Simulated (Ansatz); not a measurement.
Computed with Ansatz, DFT PBE, scalar-relativistic, plane waves, PAW. All cells share a 420 eV cutoff and Γ-centred k meshes spaced at most about 0.3 Å⁻¹ (about 0.25 or finer for metals, 2π included). No spin polarisation in the final relaxations.

Temperature and zero-point effects are left out.

Two forms of InSbTe3 were relaxed alike.

A.

```xyz
5
Lattice="-2.9248 3.0641 4.8967 2.9248 -3.0641 4.8967 2.9248 3.0641 -4.8967" Properties=species:S:1:pos:R:3 pbc="T T T"
In    0.0000    0.0000    0.0000
Sb    0.0000    0.0000    4.8967
Te    0.0000    3.0641    1.4475
Te    2.9248    0.0000    3.4492
Te    2.9248    0.0000    0.0000
```

B.

```xyz
5
Lattice="5.8147 0.0000 0.0000 0.0000 5.8147 0.0000 0.0000 0.0000 5.8147" Properties=species:S:1:pos:R:3 pbc="T T T"
In    2.9073    2.9073    2.9073
Sb    0.0000    0.0000    0.0000
Te    2.9073    0.0000    0.0000
Te    0.0000    2.9073    0.0000
Te    0.0000    0.0000    2.9073
```

Question: Which would you expect to be lower, and how large is the difference?

Answer: A is lower, by 260 meV/atom. A has space group Immm (No. 71), 35.1 Å³/atom and no gap on its mesh; B has the cubic perovskite type, space group Pm-3m (No. 221), 39.3 Å³/atom and no gap. Counting Te atoms around In and Sb (those within 1.25 times the shortest such distance or 1.15 times the sum of covalent radii, 1.27 where that leaves under three; a plus sign parts nearer from farther groups; the shortest distance is added where it exceeds 1.18 times the sum of covalent radii), A has In 2+4, Sb 6 and B has In 12 from 4.1 Å, Sb 6. A holds Te–Te pairs (shortest 2.89 Å); in B the shortest Te–Te distance is 4.11 Å. The denser one is the lower, and pressure would at first widen the difference. In A, around In lie 2 Te at 2.92 Å and 4 Te at 3.39 Å; Sb is surrounded by 2 Te at 3.06 Å and 4 Te at 3.26 Å; Te on a site of symmetry mm2 is surrounded by 1 Te at 2.89 Å, 2 Sb at 3.26 Å, 2 In at 3.39 Å and 1 Te at 3.45 Å; 1 more site not described. In B, In is surrounded by 12 Te at 4.11 Å (long against covalent radii, as for large ions); around Sb lie 6 Te at 2.91 Å; Te is surrounded by 2 Sb at 2.91 Å, 4 In at 4.11 Å and 8 Te at 4.11 Å. Both come from invented guesses. A third cell relaxed alike, in P3m1, lies 213 meV/atom below the lower of the two.

Spin–orbit coupling, which can matter for Sb and Te, is left out. A magnetic state wasn't ruled out in cells without spin, among them Pm-3m. Cells relaxed within their symmetry can be saddle points.
